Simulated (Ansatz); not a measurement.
## TiW: computed property card

TiW:
```
TiW
1.0
    1.58782    -2.25661     0.00000
    1.58782     2.25661     0.00000
    0.00000     0.00000     4.46573
Ti W
1 1
Direct
  0.00000   0.00000   0.00000
  0.50000   0.50000   0.50000
```

Space group Cmmm (No. 65); conventional cell a = 3.176 Å, b = 4.513 Å, c = 4.466 Å, α = 90.00°, β = 90.00°, γ = 90.00°.

Method: the program Ansatz at the r²SCAN level (PAW). Structure relaxed to zero pressure with the same functional. Other levels are named where they apply.

**Cell and energy**

```yaml
volume_per_atom: 16.00 Å³
density: 12.02 g/cm³
Formation energy from the elements (no fitted shifts): 0.012 eV/atom
```

**Electronic structure**

```yaml
electronic_character: metallic (no gap)
Density of states at the Fermi level: 1.4 states/eV per atom (mean over ±0.08 eV)
Gap with spin–orbit coupling: none (metallic)
```

**Mechanics**

```yaml
Bulk modulus (Birch–Murnaghan fit): 203 GPa
Pressure derivative B′: 3.6
Elastic constants (relaxed ions, GPa): C11 = 298, C22 = 329, C33 = 283, C12 = 163, C13 = 151, C23 = 157, C44 = 65.1, C55 = 34.0, C66 = 83.3
mechanical_stability: stable (all eigenvalues of C positive)
hill_bulk_and_shear_moduli: 205 and 62.6 GPa
Young's modulus: 170 GPa
Poisson's ratio: 0.36
debye_temperature_from_the_elastic_constants: 304 K
```

**Phonons**

```yaml
highest_zone_centre_frequency: 7.13 THz
zone_centre_stability: no imaginary mode at Γ
```

**Charges**

```yaml
bader_charges: Ti +1.02, W -1.02 e
```

The first step of the workflow began from a Materials Project structure, measured or hypothetical; the Crystallography Open Database copy checked does not list it. With Ti and W taken as one species the cell has the higher symmetry Im-3m, so it may be an ordered model of a mixed-site phase. Its standing as an ambient phase is unchecked. The cell was relaxed with r²SCAN under the symmetry of its start. No spin polarisation was allowed. As this level gives no gap, shear constants depend on the k-mesh and smearing (Fermi–Dirac, 0.1 eV here). As this level gives no gap, phonon frequencies hold no LO–TO term and depend on the k-mesh and smearing (Fermi–Dirac, 0.1 eV here). Axis ratios of metals converge slowly with the k-mesh, so a and c are less sure than the volume. On the denser mesh and wider smearing of the elastic run this cell carries a stress of 0.3 GPa. The references are the lowest solids computed at this level, not always the standard phases. Spin–orbit coupling is left out wherever it is not named.

Potentials: the later of the program's two PAW sets.
